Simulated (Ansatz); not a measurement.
Rocksalt alloy of MgO and ZnO (4 of 32 Mg sites exchanged), 64 atoms

Ansatz, PAW, plane waves. PBEsol relaxation of volume and atoms (shape held) at the single k point (¼, ¼, ¼) without its symmetry partners; single points on the relaxed atoms at the Γ point alone, onto which points of the small cell's zone fold. Arrangement: unlike neighbours preferred. No spin–orbit coupling unless named.

Relaxed structure:

```yaml
crystal:
  lattice:
    - [8.44107, 0.00000, 0.00000]
    - [0.00000, 8.44107, 0.00000]
    - [0.00000, 0.00000, 8.44107]
  atoms:
    - { symbol: O, position: [0.25278, 0.00048, 0.99996] }
    - { symbol: O, position: [0.25277, 0.00032, 0.49979] }
    - { symbol: O, position: [0.25020, 0.50025, 0.00223] }
    - { symbol: O, position: [0.25021, 0.50030, 0.49733] }
    - { symbol: O, position: [0.74728, 0.00037, 0.99970] }
    - { symbol: O, position: [0.74735, 0.00020, 0.49973] }
    - { symbol: O, position: [0.74975, 0.50022, 0.99718] }
    - { symbol: O, position: [0.74994, 0.50039, 0.50230] }
    - { symbol: O, position: [0.99993, 0.25344, 0.99986] }
    - { symbol: O, position: [0.00018, 0.25342, 0.49983] }
    - { symbol: O, position: [0.99996, 0.74713, 0.99973] }
    - { symbol: O, position: [0.00012, 0.74711, 0.49972] }
    - { symbol: O, position: [0.49994, 0.25068, 0.99975] }
    - { symbol: O, position: [0.49996, 0.25081, 0.49979] }
    - { symbol: O, position: [0.50006, 0.74993, 0.99986] }
    - { symbol: O, position: [0.49990, 0.74970, 0.49969] }
    - { symbol: O, position: [0.00008, 0.00039, 0.24977] }
    - { symbol: O, position: [0.99987, 0.00018, 0.74975] }
    - { symbol: O, position: [0.00242, 0.50032, 0.24980] }
    - { symbol: O, position: [0.99757, 0.50026, 0.74974] }
    - { symbol: O, position: [0.49989, 0.00034, 0.24980] }
    - { symbol: O, position: [0.50023, 0.00036, 0.74975] }
    - { symbol: O, position: [0.49755, 0.50028, 0.24962] }
    - { symbol: O, position: [0.50253, 0.50024, 0.74984] }
    - { symbol: O, position: [0.24966, 0.24975, 0.24981] }
    - { symbol: O, position: [0.24947, 0.24711, 0.74980] }
    - { symbol: O, position: [0.24959, 0.75087, 0.24965] }
    - { symbol: O, position: [0.24969, 0.75353, 0.75000] }
    - { symbol: O, position: [0.75039, 0.24724, 0.24977] }
    - { symbol: O, position: [0.75038, 0.24968, 0.74972] }
    - { symbol: O, position: [0.75054, 0.75348, 0.24978] }
    - { symbol: O, position: [0.75038, 0.75096, 0.74982] }
    - { symbol: Zn, position: [0.00008, 0.00032, 0.99987] }
    - { symbol: Zn, position: [0.99991, 0.00032, 0.49985] }
    - { symbol: Zn, position: [0.24968, 0.50008, 0.74961] }
    - { symbol: Zn, position: [0.75019, 0.50031, 0.24958] }
    - { symbol: Mg, position: [0.00007, 0.50029, 0.99987] }
    - { symbol: Mg, position: [0.99991, 0.50020, 0.49969] }
    - { symbol: Mg, position: [0.49998, 0.00027, 0.99974] }
    - { symbol: Mg, position: [0.50015, 0.00046, 0.49979] }
    - { symbol: Mg, position: [0.49997, 0.50028, 0.99973] }
    - { symbol: Mg, position: [0.50005, 0.50011, 0.49975] }
    - { symbol: Mg, position: [0.24977, 0.25028, 0.99974] }
    - { symbol: Mg, position: [0.24967, 0.25020, 0.49985] }
    - { symbol: Mg, position: [0.24983, 0.75040, 0.99960] }
    - { symbol: Mg, position: [0.24977, 0.75037, 0.50001] }
    - { symbol: Mg, position: [0.75018, 0.25019, 0.99983] }
    - { symbol: Mg, position: [0.75030, 0.25035, 0.49967] }
    - { symbol: Mg, position: [0.75024, 0.75035, 0.99997] }
    - { symbol: Mg, position: [0.75028, 0.75031, 0.49958] }
    - { symbol: Mg, position: [0.24963, 0.00023, 0.24989] }
    - { symbol: Mg, position: [0.24961, 0.00030, 0.74978] }
    - { symbol: Mg, position: [0.24980, 0.50040, 0.24976] }
    - { symbol: Mg, position: [0.75036, 0.00035, 0.24976] }
    - { symbol: Mg, position: [0.75041, 0.00030, 0.74981] }
    - { symbol: Mg, position: [0.75023, 0.50030, 0.74984] }
    - { symbol: Mg, position: [0.99992, 0.25016, 0.24974] }
    - { symbol: Mg, position: [0.00012, 0.25015, 0.74990] }
    - { symbol: Mg, position: [0.99993, 0.75050, 0.24976] }
    - { symbol: Mg, position: [0.00012, 0.75032, 0.74981] }
    - { symbol: Mg, position: [0.50002, 0.25035, 0.24973] }
    - { symbol: Mg, position: [0.49981, 0.25038, 0.74978] }
    - { symbol: Mg, position: [0.50008, 0.75020, 0.24986] }
    - { symbol: Mg, position: [0.49987, 0.75012, 0.74966] }
```

(1) What are the mean bond lengths by pair (pairs within 1.2 times the sum of covalent radii, less contacts 15 % beyond the pair's median; cation–cation pairs of compounds aside; long ionic contacts are cut short by that bound)?

(2) What gap lies between the top filled and the lowest empty level in the single points?

## Answers

(1) Mg–O 2.108 ± 0.008 Å (standard deviation, 168 bonds); O–Zn 2.130 ± 0.009 Å (standard deviation, 24 bonds).

(2) HSE06 5.48 eV (2.7 min on 7 threads of Neoverse-V2).
